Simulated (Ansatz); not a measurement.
Data:

Al₃Ni₂:
```
CELL_PARAMETERS angstrom
      4.00844     0.00000     0.00000
     -2.00422     3.47142     0.00000
      0.00000     0.00000     4.85776
ATOMIC_POSITIONS crystal
  Al 0.00000 0.00000 0.00000
  Al 0.33333 0.66667 0.64829
  Al 0.66667 0.33333 0.35171
  Ni 0.33333 0.66667 0.14621
  Ni 0.66667 0.33333 0.85379
```

This is the r²SCAN-relaxed structure.

Question: All from r²SCAN in the plane-wave PAW code Ansatz, unless another level is named. Predict the density of states at the Fermi level.

Answer: 0.23 states/eV per atom (mean over ±0.08 eV).

Question: Give the formation energy from the elements (no fitted shifts).

Answer: -62 kJ/mol of atoms.

Space group P-3m1 (La2O3 or Ni2Al3 type). The workflow started from a Materials Project entry (that database holds measured and hypothetical structures alike); the Crystallography Open Database copy checked does not list it. Its standing as an ambient phase is unchecked. The r²SCAN relaxation kept the symmetry of its start; its stability against distortions is not shown here. The run is not spin-polarised. The references are the lowest solids computed at this level, not always the standard phases.

Potentials: the later of the program's two PAW sets.
